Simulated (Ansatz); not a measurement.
**Clamped-ion strain scan in Ta**

Computed with Ansatz, DFT LDA, scalar-relativistic, plane waves, PAW. Settings: plane waves to 420 eV, k-mesh 20×20×20 (Γ-centred), Methfessel–Paxton smearing 0.02 eV. Spin–orbit coupling is left out, which can shift energies with elements as heavy as these. No spin polarisation. Energies are free energies at this smearing, counted from the undisturbed cell; pressure is positive in compression.

The starting cell (as given, not relaxed at this level; it stands at -9.0 GPa):

```
CELL_PARAMETERS angstrom
-1.65128 1.65128 1.65128
1.65128 -1.65128 1.65128
1.65128 1.65128 -1.65128
ATOMIC_POSITIONS crystal
Ta 0.00000 0.00000 0.00000
```

The cell is strained by ε times the Voigt pattern (1, 1, 0, 0, 0, 0) (xx, yy, zz, yz, xz, xy; engineering shear) with fractional coordinates fixed. The cell is metallic on the mesh throughout. At -9 GPa the given cell is far from its own equilibrium, so these figures belong to a strongly strained crystal.

```tsv
ε	ΔE (meV/atom)	stress summed along the pattern (GPa, tension positive)
-0.0600	74.1	-47.42
-0.0450	14.6	-27.79
-0.0300	-15.6	-10.05
-0.0150	-19.6	4.66
0.0000	0.0	18.05
0.0150	40.5	29.31
0.0300	99.7	39.13
0.0450	175.4	46.97
0.0525	218.5	50.52
0.0600	264.9	53.65
```

Cost: 10 runs of about 0.46 core-minutes in all, on AMD EPYC 9R45 (Zen 5) (shared hosts).